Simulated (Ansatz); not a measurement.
AlCo (rock salt, Fm-3m), DFT-PBEsol in the program Ansatz with PAW potentials, all energies at zero smearing, with the estimated change up to a 700 eV cutoff added, with one set of potentials and settings (totals compare only within such a set). Cell of 2 atoms (1 Co, 1 Al): -5617.007 eV.

| element | reference phase | E (eV/atom) |
|---|---|---|
| Co | P6_3/mmc, 2 atoms in the cell, spin-polarised | -5092.9959 |
| Al | Fm-3m, 1 atoms in the cell | -524.5507 |

Formation energy per atom, worked out: (-5617.007 − 1×(-5092.9959) − 1×(-524.5507))/2 = 0.270 eV/atom (26 kJ per mol of atoms), at 0 K, without zero-point energy or fitted corrections.

The start of the workflow was typed in or built on a structure type; neither database checked (COD, Materials Project) lists it. Whether it is the stable phase at ambient conditions was not checked. Symmetry was held in the PBEsol relaxation. At this level the phase is mechanically unstable. The workflow began spin-polarised and lost its moments. Its formation energy is positive at this level, so the cell may be metastable or incomplete. The references are the lowest solids computed at this level, not always the standard phases.

Potentials: the later of the program's two PAW sets.
